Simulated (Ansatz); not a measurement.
TePb:
```
TePb
1.0
    0.00000     3.22138     3.22138
    3.22138     0.00000     3.22138
    3.22138     3.22138     0.00000
Te Pb
1 1
Direct
  0.00000   0.00000   0.00000
  0.50000   0.50000   0.50000
```

Relaxed with PBEsol. Special points in fractions of this cell's reciprocal vectors: Γ (0.000, 0.000, 0.000); X (0.500, 0.000, 0.500); U (0.625, 0.250, 0.625); K (0.375, 0.375, 0.750); L (0.500, 0.500, 0.500); W (0.500, 0.250, 0.750).

### Question
List the band energies nearest the valence-band maximum at these points for plane-wave PAW PBEsol with spin–orbit coupling (Ansatz code).

### Answer
In eV from the valence-band maximum; about four levels below and three above (degenerate sets whole), none deeper than 8.9 eV; points with the same levels are listed once.

```tsv
k	below	above
Γ	-0.99 -0.99 -0.99 -0.99	2.64 2.64 4.77 4.77 4.77 4.77
X	-3.22 -3.22 -2.50 -2.50	3.27 3.27 4.58 4.58
U	-2.58 -2.58 -1.88 -1.88	3.10 3.10 4.11 4.11
L	-0.62 -0.62 0.00 0.00	0.15 0.15 1.29 1.29
W	-3.84 -3.84 -0.32 -0.32	1.53 1.53 5.17 5.17
```

Space group Fm-3m (rock salt). The PBEsol relaxation kept the symmetry of its start.

Potentials: the later of the program's two PAW sets.
